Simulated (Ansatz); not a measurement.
An Ansatz (a first-principles code) run. Input:

Ansatz 0.2 input:
```yaml
crystal:
  lattice:
    - [1.3200392246, -4.6491208929, 0.0]
    - [1.3200392246, 4.6491208929, 0.0]
    - [0.0, 0.0, 3.9724461895]
  atoms:
    - { symbol: Al, position: [0.6560372183, 0.3439627817, 0.25] }
    - { symbol: Ni, position: [0.9218233978, 0.0781766022, 0.25] }
    - { symbol: Al, position: [0.3439627817, 0.6560372183, 0.75] }
    - { symbol: Ni, position: [0.0781766022, 0.9218233978, 0.75] }
kpoints:
  mp_grid: { grid: [16, 16, 10] }
hamiltonian:
  xc: r2scan
  pseudopotentials: { azcp: { folder: ./paw }, kind: paw }
scf:
  occupations: { method: gaussian, width: 0.1 }
checkpoint: { read: metal.run }
output: { write_density: true, elf: true, volumetric_format: npy }
basis: { fft_grid_basis: typed }
```

Output (shortened):

```
Pseudopotential: Al, paw, valence charge 3
Pseudopotential: Ni, paw, valence charge 18
Functional definition: r2SCAN
Crystal: 4 atoms, lattice volume = 48.758 Å³
Basis set: ecut = 500 eV, 1259 PW (Γ), exchange–correlation on 144×144×120 points (64 copies of the dense FFT grid, shifted against one another)
Bands: 26, of which v1, the nominal top of the filled ones, is band 21 counted from 1 (20 counted from 0)
Symmetry: 8 space group operations
Space group: Cmcm (ITA 63), of the structure as read, at distance tolerance 3.7e-5 Å
k-points: 438 of 2560
Stability of the state it starts from, as read at its close in the unpolarized treatment …
iter 1 solved again at ethr=1.72e-7 eV; its pass at ethr=3.10e-3 eV (dr2=7.22e-5 eV) is discarded
SCF iter   1: F=—  HF=-12773.365784 eV  |F-HF|=—  |Δ(HF+E_count)|=         —  Δρ=5.22e-7  dr2=7.11e-11  dr2_τ=8.08e-13  ethr=1.72e-7  ⟨swp⟩=2.9  Hψ=77658  notcnv=0
preconditioner: auto → Kerker (q_TF=auto, 2.661 Å⁻¹)
SCF iter   2: F=-12773.365784 eV  HF=-12773.365784 eV  |F-HF|=2.80e-10  |Δ(HF+E_count)|=   4.36e-9  Δρ=9.35e-7  dr2=2.49e-10  dr2_τ=1.91e-12  ethr=1.00e-12  ⟨swp⟩=6.6  Hψ=51169  notcnv=0
SCF 1 converged in 2 iterations: F = -12773.365784 eV  dr2 = 2.49e-10
SCF converged after 2 iterations
Free energy (F): -12773.365784 eV
Harris-Foulkes:  -12773.365784 eV  (|F-HF|=2.80e-10)
Internal energy: -12773.358039 eV  (E = F + TS)
E sigma→0 (E₀):  -12773.361911 eV
Entropy (-TS):   -0.007745 eV (-1.936 meV/atom)
Fermi energy:    13.337593 eV
--- Per-component energies (eV) ---
  E_band       = -739.185607
  E_kinetic    = 735.336122
  E_local      = -8057.965033  (includes V_loc(G=0)·N_el)
  E_nonlocal   = -209.714488
  E_hartree    = 4215.681930
  E_xc         = -291.035429
  E_vxc        = -389.831672  (∫ρ·V_xc dr)
  E_paw        = -4292.546675  (= ΣΔE_a)
  E_vpaw       = -1273.591672  (= ΣTr[D̂ρ^β])
  E_aug_tail   = 0.000965  (compensation charges beyond the density's cutoff)
  E_vtau       = 25.214270  (kinetic-family band-sum trace: ∫τ·v_τ [+ j·A + Jᵃ·Aᵃ] dr)
  E_ewald      = -4872.395081
  E_core_change = -0.720351  (= ΣΔE_core)
  E_smearing   = -0.007745  (= −TS)
  E_closure    =  0.000000  (closes the sum)
  Σ components = -12773.365784   (vs F -12773.365784, Δ=0.00e0)
  [band-id]    e_kinetic+e_local+e_nonlocal+2·e_hartree+e_vxc+e_vpaw+e_augmentation_tail+e_vtau = -739.187646   (vs E_band -739.185607, Δ=-2.04e-3)
--- Band table (eV; the first three rows and the last of 438) ---
  k-point 0: bands = ["-93.5599", "-93.5465", "-52.5103", "-52.4862", "-52.4464", "-52.4246", "-52.4243", "-52.4121", "1.7845", "7.3561", "8.4670", "10.0093", "10.0744", "10.2956", "10.9868", "11.5014", "11.5610", "11.7973", "11.9377", "12.1617", "12.1712", …
  k-point 1: bands = ["-93.5596", "-93.5468", "-52.5103", "-52.4873", "-52.4454", "-52.4247", "-52.4240", "-52.4124", "1.8865", "7.3206", "8.5231", "9.5786", "10.1067", "10.3119", "10.9512", "11.4739", "11.5443", "11.7695", "11.9630", "12.1748", "12.2625", …
  k-point 2: bands = ["-93.5586", "-93.5477", "-52.5099", "-52.4904", "-52.4425", "-52.4250", "-52.4231", "-52.4132", "2.1908", "7.0335", "8.6805", "8.9646", "10.1394", "10.3567", "10.9000", "11.3932", "11.5105", "11.7028", "12.0224", "12.2000", "12.2473", …
  k-point 437: bands = ["-93.5532", "-93.5532", "-52.5037", "-52.5037", "-52.4304", "-52.4304", "-52.4182", "-52.4182", "5.5150", "5.5150", "6.4517", "6.4517", "10.5480", "10.5480", "10.6529", "10.6529", "11.5464", "11.5464", "12.1476", "12.1476", "12.1677", …
```

Cost: about 40 core-seconds (a rough figure) on shared cores.

The start of the workflow was typed in or built on a structure type; neither database checked (COD, Materials Project) lists it. It is not the phase usual at ambient conditions (space group No. 221). The r²SCAN relaxation kept the symmetry of its start; its stability against distortions is not shown here. No spin polarisation was allowed.

Potentials: the earlier of the program's two PAW sets.

Ansatz is a plane-wave DFT program.
